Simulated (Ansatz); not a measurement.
Ansatz input file:

```yaml
crystal:
  lattice:
    - [4.3125852013, 0.0, 0.0]
    - [0.0, 4.3125852013, 0.0]
    - [0.0, 0.0, 4.3125852013]
  atoms:
    - { symbol: Mg, position: [0.5, 0.5, 0.0] }
    - { symbol: Mg, position: [0.5, 0.0, 0.5] }
    - { symbol: Mg, position: [0.0, 0.5, 0.5] }
    - { symbol: W, position: [0.0, 0.0, 0.0] }
basis:
  ecutwfc: 420
kpoints:
  mp_grid: { grid: [10, 10, 10] }
hamiltonian:
  xc: pbesol
scf:
  occupations: { method: gaussian, width: 0.1 }
output:
  forces: true
  stress: true
  eigenvalues: true
  populations: true
```

It can be run as
```bash
ansatz run input.yaml --threads 1 --pin off --backend cpu --events-out ev --progress --plain --runs-dir out  # memory cap (--max-ram) not shown
```

Method: DFT PBEsol, scalar-relativistic, plane waves, PAW (Ansatz).

Abridged output (final results; tables in files aren't shown):

```
SCF 1 converged in 6 iterations: F = -15990.274487 eV  dr2 = 9.27e-8
SCF converged after 6 iterations
Free energy (F): -15990.274487 eV
Harris-Foulkes:  -15990.274487 eV  (|F-HF|=5.81e-8)
Internal energy: -15990.264787 eV  (E = F + TS)
E sigma→0 (E₀):  -15990.269637 eV
Entropy (-TS):   -0.009700 eV (-2.425 meV/atom)
Fermi energy:    8.794810 eV
--- Per-component energies (eV) ---
  E_band       = -1212.112618
  E_kinetic    = 670.519561
  E_local      = -5532.782835  (includes V_loc(G=0)·N_el)
  E_nonlocal   = 294.224367
  E_hartree    = 1952.828158
  E_xc         = -346.753612
  E_vxc        = -344.423316  (∫ρ·V_xc dr)
  E_paw        = -9278.803697  (= ΣΔE_a)
  E_vpaw       = -205.294419  (= ΣTr[D̂ρ^β])
  E_aug_tail   = -0.000069  (compensation charges beyond the density's cutoff)
  E_ewald      = -3749.895038
  E_core_change = 0.398379  (= ΣΔE_core)
  E_smearing   = -0.009700  (= −TS)
--- Forces (eV/Å), atoms counted from 1 ---
  atom   1  Mg     0.00000000     0.00000000     0.00000000
  atom   2  Mg     0.00000000     0.00000000     0.00000000
  atom   3  Mg     0.00000000     0.00000000     0.00000000
  atom   4  W      0.00000000     0.00000000     0.00000000
--- Stress (GPa, compression-positive) ---
       -7.186639       0.000000       0.000000
        0.000000      -7.186639       0.000000
        0.000000       0.000000      -7.186639
  P = ⅓ Tr σ = -7.1866 GPa (-71.866 kbar)
--- Band table (eV; the first three rows and the last of 56) ---
  k-point 0: bands = ["-65.9101", "-65.9042", "-65.9042", "-64.9052", "-32.9072", "-32.9072", "-32.9072", "-32.8224", "-32.8224", "-32.8224", "-32.8203", "-32.8203", "-32.8203", "-29.0903", "-29.0903", "-29.0903", "1.6018", "7.0150", "7.0150", "8.8414", "8.8414", "8.8414", "9.4825", "9.4825", "9.4825", "10.1630", "15.0813"]
  k-point 1: bands = ["-65.9100", "-65.9044", "-65.9042", "-64.9052", "-32.9070", "-32.9070", "-32.9068", "-32.8228", "-32.8225", "-32.8225", "-32.8205", "-32.8205", "-32.8204", "-29.0909", "-29.0903", "-29.0903", "1.6913", "6.9012", "7.0449", "8.6151", "8.6151", "8.8540", "8.9015", "9.7697", "9.7697", "10.8551", "14.8944"]
  k-point 2: bands = ["-65.9096", "-65.9047", "-65.9042", "-64.9052", "-32.9064", "-32.9064", "-32.9059", "-32.8238", "-32.8226", "-32.8226", "-32.8208", "-32.8208", "-32.8205", "-29.0925", "-29.0904", "-29.0904", "1.9572", "6.3920", "7.1260", "8.2873", "8.2873", "8.5849", "8.8873", "10.2797", "10.2797", "11.5934", "14.4511"]
  k-point 55: bands = ["-65.9061", "-65.9061", "-65.9061", "-64.9051", "-32.9351", "-32.8871", "-32.8871", "-32.8407", "-32.8407", "-32.8407", "-32.8075", "-32.8075", "-32.8075", "-29.0942", "-29.0942", "-29.0942", "6.2729", "6.2729", "6.2729", "7.2421", "7.9772", "7.9772", "7.9772", "8.0034", "9.6461", "9.6461", "12.7079"]
--- Löwdin populations: 4 sites ---
  site symbol q [e]
     0     Mg      9.1625
     1     Mg      9.1625
     2     Mg      9.1625
     3      W     15.1726
  spilling = 0.030451 (of n_electrons = 44.000000)
```

The run converged.

Spin–orbit coupling is left out, which can shift energies with elements as heavy as these.